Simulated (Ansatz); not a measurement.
Space group P4/mmm (No. 123). a = 3.135 Å, b = 3.135 Å, c = 4.301 Å, α = 90.00°, β = 90.00°, γ = 90.00°
```
atom site symmetry x y z
  Zr    1d     4/mmm  0.5000  0.5000  0.5000
  Hg    1a     4/mmm  0.0000  0.0000  0.0000
```

Equation of state of this ZrHg structure (not necessarily the ground state), with shape and atoms relaxed at each volume where symmetry leaves them free. It has no gap at any of these volumes. Computed with Ansatz, DFT r2SCAN, scalar-relativistic, plane waves, PAW.

Plane waves to 500 eV, a k mesh through Γ of 14×14×10 on the computed 2-atom cell and Gaussian smearing (0.10 eV); no spin polarisation.

```csv
V (Å³/atom),E − E(largest V) (meV/atom),P (GPa)
19.871,5.59,7.84
20.505,-16.74,3.60
21.139,-23.61,0.01
21.774,-17.37,-3.04
22.408,0.00,-5.62
```

**Question.** Fit a third-order Birch–Murnaghan equation to E(V).

**Answer.** V0 = 21.14 Å³/atom, B0 = 110 GPa, B0' = 4.5.

Spin-orbit coupling is left out, which matters for the bands of heavy elements.